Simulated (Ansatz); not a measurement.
ZrN (rock salt)

```yaml
crystal:
  lattice:
    - [0.00000, 2.27614, 2.27614]
    - [2.27614, 0.00000, 2.27614]
    - [2.27614, 2.27614, 0.00000]
  atoms:
    - { symbol: N, position: [0.00000, 0.00000, 0.00000] }
    - { symbol: Zr, position: [0.50000, 0.50000, 0.50000] }
```

The slice is a {111} plane (indices of the conventional cell) through the point (0.500, 0.500, 0.500) (fractional), spanned by u = [100] and v = [-1 2 0] in vectors of this cell: u (3.22 Å) and v (5.58 Å, at 90° to u). It covers one period; positions are fractions (u, v).

The numbers are results of PBEsol (plane waves to 420 eV, PAW, scalar-relativistic; Ansatz, a program for electronic structure), not measurements. k mesh 18×18×18. Inside the PAW spheres the values are not all-electron values, and peaks at nuclei hang on which shells count as valence. ZrN is run without spin polarisation. ZrN was relaxed with its symmetry unable to fall.

Sketch the electrostatic potential energy of an electron, from the cell's mean on this plane as a map.


```tsv
v \ u	0.00	0.17	0.33	0.50	0.67	0.83
0.90	x	x	5.5	11.2	5.5	x
0.80	<3.0	6.0	10.4	11.6	10.4	6.0
0.70	11.6	10.4	6.0	<3.0	6.0	10.4
0.60	11.2	5.5	x	x	x	5.5
0.50	10.0	<3.0	x	x	x	<3.0
0.40	11.2	5.5	x	x	x	5.5
0.30	11.6	10.4	6.0	<3.0	6.0	10.4
0.20	<3.0	6.0	10.4	11.6	10.4	6.0
0.10	x	x	5.5	11.2	5.5	x
0.00	x	x	<3.0	10.0	<3.0	x
```

Values: electrostatic potential energy of an electron, from the cell's mean, in eV. Points within 1 Å of a nucleus are blanked (x), as the pseudised field means little there. Values under 3 eV are set to 3. The zero, the cell's mean, hangs on the PAW cores.
